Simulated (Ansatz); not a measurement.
# Ir2P: pressure against volume

Ir2P, Fm-3m, a = 5.533 Å. The structure is a COD entry; whether it is the stable form wasn't checked. Ansatz: PBEsol, PAW, 420 eV, Γ-centred 14×14×14 mesh on 3 atoms, Gaussian smearing 0.10 eV; no spin polarisation. Symmetry fixes shape and atoms, so the cell is only scaled; pressure is positive in compression.

| V (Å³/atom) | P (GPa) |
| --- | --- |
| 13.266 | 21.95 |
| 13.690 | ? |
| 14.113 | 0.00 |
| 14.537 | -8.39 |
| 14.960 | -15.40 |

Q: Take V0 = 14.113 Å³/atom, fit the third-order Birch–Murnaghan form to the other rows, and predict the missing pressure.

A: With the Eulerian strain f = ½[(V0/V)^(2/3) − 1] and y = P/[3f(1 + 2f)^(5/2)], the form is the line y = B0 + 1.5 B0 (B0′ − 4) f. Rows (f, y): 0.02106, 313.4; -0.00977, 300.7; -0.01906, 296.8. Means f = -0.002590, y = 303.63; Σ(Δf)² = 0.0008821, ΣΔfΔy = 0.3646; the slope is their ratio. y = 304.7 + 413.3 f GPa, so B0 = 304.7 GPa and B0′ = 4 + 2 × (413.3)/(3 × 304.7) = 4.90. At V = 13.690, f = 0.01025, y = 308.94 and P = 9.99 GPa. The run gave 10.01 GPa, so the fit is 0.02 GPa too low, a small miss on the scale of the series.

Spin–orbit coupling is left out, which can shift energies with elements as heavy as these.